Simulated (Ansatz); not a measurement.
LaTl:
```
LaTl
1.0
    3.97679     0.00000     0.00000
    0.00000     3.97679     0.00000
    0.00000     0.00000     3.97679
Tl La
1 1
Direct
  0.50000   0.50000   0.50000
  0.00000   0.00000   0.00000
```

Relaxed with r²SCAN. Special points in fractions of this cell's reciprocal vectors: Γ (0.000, 0.000, 0.000); X (0.000, 0.500, 0.000); M (0.500, 0.500, 0.000); R (0.500, 0.500, 0.500).

**Question.** List the band energies nearest the Fermi level at these points for r²SCAN with spin–orbit coupling in the plane-wave PAW code Ansatz.

**Answer.** In eV from the Fermi level; about four levels below and three above (degenerate sets whole), none deeper than 8.9 eV; points with the same levels are listed once.

```
k                    below                          above
-  -----------------------  -----------------------------
Γ  -0.23 -0.23 -0.23 -0.23  1.12 1.12 1.50 1.50 1.50 1.50
X  -6.41 -6.41 -3.27 -3.27            0.04 0.04 0.29 0.29
M  -0.97 -0.97 -0.48 -0.48            0.34 0.34 1.51 1.51
R  -2.38 -2.38 -2.38 -2.38            1.73 1.73 1.73 1.73
```

Space group Pm-3m (CsCl type). The workflow started from an entry of the Crystallography Open Database (COD). Whether it is the stable phase at ambient conditions was not checked. The r²SCAN relaxation kept the symmetry of its start; whether a distortion lowers the energy is not shown.

Potentials: the later of the program's two PAW sets.
